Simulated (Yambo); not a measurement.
Yambo run on CsHgF$_{3}$ (cubic perovskite, space group Pm-3m, No. 221). The wavefunctions are norm-conserving PBEsol (Quantum ESPRESSO, 84 Ry, with spin-orbit coupling) ones on a 2×2×2 mesh (50 occupied bands); a = 4.5954 Å, b = 4.5954 Å, c = 4.5954 Å, α = 90.00°, β = 90.00°, γ = 90.00°.

Yambo input:

```
rim_cut
HF_and_locXC
RandQpts= 1000000
RandGvec= 1 Ry
EXXRLvcs= 84 Ry
VXCRLvcs= 336 Ry
% QPkrange
 1 | 1 | 48 | 52 |
 2 | 2 | 50 | 51 |
 3 | 3 | 50 | 51 |
 4 | 4 | 50 | 51 |
%
```

k points by index: 1 = Γ, 2 = X, 3 = M, 4 = R.

Resulting energies as the program prints them:

```
#    K-point    Band    Eo [eV]    Ehf [eV]    Vxc [eV]    Vnlxc [eV]
#
    1    48    -2.080224    -9.494396    -21.39272    -28.80689
    1    49    -2.080224    -9.494101    -21.39272    -28.80660
    1    50    -2.080224    -9.494470    -21.39272    -28.80697
    1    51    0.440774    4.742258    -13.32241    -9.020927
    1    52    0.440774    4.742258    -13.32241    -9.020927
    2    50    -1.742824    -7.759000    -21.77993    -27.79611
    2    51    3.035538    6.906774    -18.34803    -14.47680
    3    50    -0.005863    -5.384000    -24.64081    -30.01895
    3    51    4.035262    8.496389    -18.36216    -13.90103
    4    50    0.000000    -5.430528    -24.64360    -30.07412
    4    51    5.302738    10.75466    -19.27852    -13.82660
```
Exchange alone, without screening.

Geometry of the Materials Project entry, not relaxed at this level.
